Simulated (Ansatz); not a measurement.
Stability checks on a candidate for LiZnCl₃

The structure comes from a generated guess, relaxed at this level; another structure or a mixture of phases may lie lower.

Level of theory: DFT PBE, scalar-relativistic, plane waves, PAW in Ansatz 0.2.0. Cutoff 420 eV, Γ-centred 6×6×6 mesh (5-atom cell), Gaussian smearing of 0.02 eV, no spin polarisation.

```
Li Zn Cl
1.0
     4.89002    0.00000    0.00000
     0.00000    4.89002    0.00000
     0.00000    0.00000    4.89002
Li Zn Cl
1 1 3
Direct
  0.50000 0.50000 0.50000
  0.00000 0.00000 0.00000
  0.50000 0.00000 0.00000
  0.00000 0.50000 0.00000
  0.00000 0.00000 0.50000
```

Formation energies are uncorrected and refer to the elements' standard structures at the same level (Cl₂ as a molecule).

Task: These tests were run: energy against the elements; phonons on a 2×2×2 q mesh. What do they show?

Result:

```json
{"test": "energy against the elements", "result": "−1.141 eV/atom"}
{"test": "phonons on a 2×2×2 q mesh", "result": "imaginary modes down to 191i cm⁻¹"}
```

It fails one test: phonons on a 2×2×2 q mesh. So it isn't even a local minimum.

The run for the phonons used a 6×6×6 k mesh.
